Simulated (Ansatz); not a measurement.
The elements of this relaxed trial crystal are hidden behind letters.

```
lattice vectors (Å)
   4.6116   -2.7702    0.0000
   4.6116    2.7702    0.0000
  -1.6393    0.0000    8.1003
fractional positions
X 0.4629 0.9559 0.6792
X 0.5410 0.0659 0.3784
X 0.9559 0.4629 0.6792
X 0.0659 0.5410 0.3784
X 0.4557 0.4557 0.6737
X 0.5649 0.5649 0.3888
X 0.9802 0.9802 0.7985
X 0.0581 0.0581 0.2190
Z 0.0297 0.0297 0.0096
Z 0.8852 0.8852 0.2950
```

Theory: DFT PBE, scalar-relativistic, plane waves, PAW (Ansatz). The final run on the 10-atom cell used 420 eV, a Γ-centred 8×8×6 mesh, 0.10 eV smearing and no spin polarisation.

```
Space group                               : Cm (No. 8)
Conventional cell                         : a = 9.223 Å, b = 5.540 Å, c = 8.265 Å, β = 101.4°
Volume per atom                           : 20.70 Å³
Density                                   : 1.99 g/cm³
Energy over the elements                  : −0.59 eV/atom
Gap on the 8×8×6 mesh of the 10-atom cell : 0 eV (a metal)
```

Energies are uncorrected and count from the elements' standard states at the same level.

**Question.** X is a p-block element of period 3 and Z is a p-block element of period 2. Which elements are they?

**Answer.** X = Al, Z = O, so the formula is Al4O. Density times volume gives a mean mass of 1.99 × 20.70/1.6605 = 24.8 u per atom, and this set has 24.8 u. Al on a site of symmetry 1 is surrounded by 8 Al at 2.68–2.87 Å; Al on a second site of symmetry 1 is surrounded by 1 O at 1.83 Å and 7 Al at 2.63–2.91 Å; O on its first site is surrounded by 2 Al at 1.70–1.71 Å; 5 more sites not described. Other sets within the hints have nearly the same mass, so mass alone doesn't settle it; this one was computed.

This cell was reached by moving the atoms of another relaxed cell at random and relaxing again, last within the group found; it had no such test of its own. Another cell of Al4O relaxed alike, in P2_1/m, lies 202 meV/atom lower, so this cell isn't the stable form at this level.
